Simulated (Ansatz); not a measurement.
Here is the system:

Starting cell, CoSn (CoSn type, space group P6/mmm):

```yaml
crystal:
  lattice:
    - [5.29399, 0.00000, 0.00000]
    - [-2.64700, 4.58473, 0.00000]
    - [0.00000, 0.00000, 4.23543]
  atoms:
    - { symbol: Co, position: [0.50000, 0.00000, 0.00000] }
    - { symbol: Co, position: [0.50000, 0.50000, 0.00000] }
    - { symbol: Co, position: [0.00000, 0.50000, 0.00000] }
    - { symbol: Sn, position: [0.00000, 0.00000, 0.00000] }
    - { symbol: Sn, position: [0.33333, 0.66667, 0.50000] }
    - { symbol: Sn, position: [0.66667, 0.33333, 0.50000] }
```

Scan: atom 2 (Co, nearest neighbour Sn at 2.612 Å; its periodic images, 4.2 Å or more away, move with it) is displaced along Cartesian [110], direction (0.707, 0.707, 0.000) in Cartesian axes, by s. The other atoms stay.

Computed with PBE (plane waves to 420 eV, PAW, scalar-relativistic; Ansatz, a quantum-chemistry and plane-wave program). k mesh 8×8×9 (Γ-centred), Fermi-Dirac smearing 0.05 eV. E stands for the smeared free energy. With partly filled bands, energies and forces of such displacements shift with the k mesh and the smearing. CoSn is run without spin polarisation. CoSn was relaxed with its symmetry unable to fall. The zero of ΔE is the undisplaced structure.

The scan covers s from -0.260 to 0.260 Å in 11 points.

**Question.** Is this a single well or a double well?

**Answer.** A single well with its minimum at or next to zero displacement.

**Question.** Is the energy the same for equal positive and negative displacements?

**Answer.** Even: the same for both signs. With its periodic images moving along, the atom's site symmetry in this cell is mmm.

**Question.** What force acts on the atom along the line at s = -0.260 Å?

**Answer.** 1.90 eV/Å.

**Question.** What is the force constant k = d²E/ds² of this move at s = 0?

**Answer.** 5.65 eV/Å².

(A displaced cell: forces are minus the slopes of the energy, force constants its curvatures, and phonons follow from these.)
